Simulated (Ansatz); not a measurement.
SnSb:
```xyz
2
Lattice="0.0000 3.0427 3.0427 3.0427 0.0000 3.0427 3.0427 3.0427 0.0000" Properties=species:S:1:pos:R:3 pbc="T T T"
Sn     0.0000     0.0000     0.0000
Sb     3.0427     3.0427     3.0427
```

Relaxed with PBEsol. Special points in fractions of this cell's reciprocal vectors: Γ (0.000, 0.000, 0.000); X (0.500, 0.000, 0.500); U (0.625, 0.250, 0.625); K (0.375, 0.375, 0.750); L (0.500, 0.500, 0.500); W (0.500, 0.250, 0.750).

List the band energies nearest the Fermi level at these points for DFT-PBEsol with spin–orbit coupling in the program Ansatz with PAW potentials.

In eV from the Fermi level; about four levels below and three above (degenerate sets whole), none deeper than 8.9 eV; points with the same levels are listed once.

```tsv
k	below	above
Γ	-0.54 -0.54 -0.54 -0.54	4.07 4.07 4.90 4.90 4.90 4.90
X	-3.18 -3.18 -2.76 -2.76	2.46 2.46 6.58 6.58
U	-2.41 -2.41 -1.66 -1.66	4.34 4.34 4.57 4.57
L	-8.16 -8.16 -0.44 -0.44	0.05 0.05 0.66 0.66
W	-4.42 -4.42 -4.35 -4.35	1.03 1.03 1.78 1.78
```

Space group Fm-3m (rock salt). The workflow started from an entry of the Crystallography Open Database (COD), which files this formula under 2 space groups. Whether it is the stable phase at ambient conditions was not checked. The PBEsol relaxation kept the symmetry of its start; of distortions, only those at the zone centre were tested.

Potentials: the later of the program's two PAW sets.
